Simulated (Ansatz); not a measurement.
TiNi:
```yaml
crystal:
  lattice:
    - [2.97077, 0.00000, 0.00000]
    - [0.00000, 2.97077, 0.00000]
    - [0.00000, 0.00000, 2.97077]
  atoms:
    - { symbol: Ti, position: [0.50000, 0.50000, 0.50000] }
    - { symbol: Ni, position: [0.00000, 0.00000, 0.00000] }
```

Relaxed with PBEsol. Special points in fractions of this cell's reciprocal vectors: Γ (0.000, 0.000, 0.000); X (0.000, 0.500, 0.000); M (0.500, 0.500, 0.000); R (0.500, 0.500, 0.500).

Question: List the band energies nearest the Fermi level at these points for DFT-PBEsol in the program Ansatz with PAW potentials.

Answer: In eV from the Fermi level; about four levels below and three above (degenerate sets whole), none deeper than 8.9 eV; points with the same levels are listed once.

```
k                          below                     above
-  -----------------------------  ------------------------
Γ  -4.00 -4.00 -2.02 -2.02 -2.02  0.48 0.48 2.69 2.69 2.69
X  -2.13 -2.13 -1.70 -0.77 -0.59            0.65 0.65 2.31
M        -2.81 -2.81 -1.28 -0.73            0.48 0.48 0.96
R  -2.22 -2.22 -2.22 -1.26 -1.26            3.24 3.24 6.25
```

Space group Pm-3m (CsCl type). The workflow started from a Materials Project entry (that database holds measured and hypothetical structures alike); the Crystallography Open Database copy checked does not list it. COD files the formula under space group No. 11, 147, so this cell is another polymorph or a model. With Ti and Ni taken as one species the cell has the higher symmetry Im-3m, so it may be an ordered model of a mixed-site phase. Its standing as an ambient phase is unchecked. Symmetry was held in the PBEsol relaxation; of distortions, only those at the zone centre were tested. No spin polarisation was allowed.

Potentials: the later of the program's two PAW sets.
